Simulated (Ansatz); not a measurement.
TlCl:
```
CELL_PARAMETERS angstrom
      3.91746     0.00000     0.00000
      0.00000     3.91746     0.00000
      0.00000     0.00000     3.91746
ATOMIC_POSITIONS crystal
  Tl 0.00000 0.00000 0.00000
  Cl 0.50000 0.50000 0.50000
```

Relaxed with PBE+D3(BJ).

Q: Map the electron localisation function on the plane through (0.000, 0.000, 0.000) spanned by u = [1, 0, 0] and v = [0, 1, 1] in lattice vectors, from PBE+D3(BJ) in the plane-wave PAW code Ansatz.

A: x is the fraction of u, y of v (the angle between them is 90°; rows are the nearest grid lines); atoms in the plane: Tl at (0.00, 0.00), Cl at (0.50, 0.50).
```
|901355442111244553109|
|111355442111244553111|
|112455432111234554211|
|555544321111123445555|
|555443211111112344555|
|444322112232211223444|
|333211234565432112333|
|111125789999987521111|
|111257999999999752111|
|112478999999999874211|
|112589999888999985211|
|113689998646899986311|
|113689998646899986311|
|112589999888999985211|
|112478999999999874211|
|111257999999999752111|
|111125789999987521111|
|333211234565432112333|
|444322112232211223444|
|555443211111112344555|
|555544321111123445555|
|112455432111234554211|
|111355442111244553111|
|901355442111244553109|
```
Scale: ten equal steps from -0.103 (start of '0') to 0.872 (end of '9'), in the order '0123456789'; x runs from 0.000 to 1.00, y from 0.000 (bottom) to 1.00 (top).

The density is the valence pseudo-density with augmentation charge, so density and ELF within about 1 Å of a nucleus are not all-electron values.

Space group Pm-3m (CsCl type). Symmetry was held in the PBE+D3(BJ) relaxation; phonons on a q-mesh show weakly imaginary modes. Scalar-relativistic: spin–orbit coupling is off unless named, which matters more the heavier the elements.

Potentials: the later of the program's two PAW sets.
